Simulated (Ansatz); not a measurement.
# ZrHg: strain energy, fitted

ZrHg, P4/mmm, a = 3.103 Å, c = 4.253 Å. The structure is a COD entry; whether it is the stable form wasn't checked. Ansatz: PBEsol, PAW, 420 eV, Γ-centred 14×14×10 mesh on 2 atoms, Gaussian smearing 0.10 eV; no spin polarisation. Series: biaxial strain in the a-b plane, c and atoms relaxed; x is the strain in per cent. y is the free energy over the unstrained cell, V0 = 20.472 Å³/atom.

| x (%) | y (meV/atom) |
| --- | --- |
| -4.5 | ? |
| -3.0 | 16.67 |
| -1.5 | 3.91 |
| 0.0 | 0.00 |
| 1.5 | 3.13 |
| 3.0 | 10.00 |
| 4.5 | 19.52 |

**Question.** Fit y = c2 x² + c3 x³ to the other rows, turn c2 into a modulus, and predict the missing energy.

**Answer.** Least squares on the rows shown. y = 1.4952 x² − 0.11886 x³. In eV per unit strain² c2 is 14.95; M is the biaxial modulus (E = M V0 ε²): 14.95 × 160.2 / (20.472) = 117 GPa. At x = -4.5 the fit asked for gives 41.11 meV/atom. The run gave 40.19 meV/atom, so the fit is 0.92 meV/atom too high, 2.3 % of the span of the series, against an rms of 0.15 meV/atom on the fitted rows. The row lies outside the fitted range. With a term in x⁴ added, a fit to the same known rows predicts 41.69 meV/atom, further off still.

Spin–orbit coupling is left out, which can shift energies with elements as heavy as these.